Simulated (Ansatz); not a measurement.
Relaxed-ion elastic tensor of ZrIr2 (cubic Laves (MgCu2 type), Fd-3m) in GPa (Voigt order), PBEsol (plane waves, PAW; program Ansatz); density 15.94 g/cm³, 16.52 Å³ per atom.

```
     1    2    3    4    5    6
-  ---  ---  ---  ---  ---  ---
1  411  199  199  0.0  0.0  0.0
2  199  411  199  0.0  0.0  0.0
3  199  199  411  0.0  0.0  0.0
4  0.0  0.0  0.0  162  0.0  0.0
5  0.0  0.0  0.0  0.0  162  0.0
6  0.0  0.0  0.0  0.0  0.0  162
```

**Question.** Is the crystal mechanically stable?

**Answer.** Yes: the smallest eigenvalue of C is 162 GPa.

**Question.** Work out the Voigt, Reuss and Hill averages.

**Answer.** K_V = 270, K_R = 270, K_H = 270; G_V = 139, G_R = 133, G_H = 136 GPa.

**Question.** Give Young's modulus, Poisson's ratio, Pugh's ratio and the universal anisotropy index.

**Answer.** E = 9KG/(3K + G) = 350 GPa; ν = 0.28; K/G = 1.98 (ductile by the Pugh limit of 1.75); A_U = 5G_V/G_R + K_V/K_R − 6 = 0.22.

**Question.** Estimate the sound speeds and the Debye temperature.

**Answer.** v_l = √((K + 4G/3)/ρ) = 5320 m/s, v_t = √(G/ρ) = 2920 m/s, mean 3260 m/s; Θ = (h/k)(3n/4πV)^(1/3) v_m = 381 K.

**Question.** Give the Zener ratio and Young's modulus along [100], [110] and [111].

**Answer.** A = 2C44/(C11 − C12) = 1.53; 1/E = S11 − 2(S11 − S12 − S44/2)Γ with Γ = 0, 1/4, 1/3 gives 281, 364, 404 GPa.

The first step of the workflow began from a Materials Project structure, measured or hypothetical; the Crystallography Open Database files this formula in space group No. 227, but the cells were not matched. Whether it is the stable phase at ambient conditions was not checked. The cell was relaxed with PBEsol under the symmetry of its start. At this level the phase is dynamically unstable (imaginary phonons). The run is not spin-polarised. As this level gives no gap, shear constants depend on the k-mesh and smearing (Fermi–Dirac, 0.1 eV here). Spin–orbit coupling is left out wherever it is not named.

Potentials: the later of the program's two PAW sets.
